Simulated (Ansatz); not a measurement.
NaCl (rock salt, Fm-3m), PBE in the plane-wave PAW code Ansatz, all energies at zero smearing, with the estimated change up to a 700 eV cutoff added, with one set of potentials and settings (totals compare only within such a set). Cell of 2 atoms (1 Cl, 1 Na): -2569.556 eV.

```tsv
element	reference phase	E (eV/atom)
Cl	Cmce, 4 atoms in the cell	-1079.4982
Na	P6_3/mmc, 2 atoms in the cell	-1486.4171
```

Formation energy per atom, worked out: (-2569.556 − 1×(-1079.4982) − 1×(-1486.4171))/2 = -1.820 eV/atom (-176 kJ per mol of atoms), at 0 K, without zero-point energy or fitted corrections.

The cell was relaxed with PBE under the symmetry of its start; phonons on a q-mesh show no instability. The references are the lowest solids computed at this level, not always the standard phases (solids in place of the gases).

Potentials: the later of the program's two PAW sets.
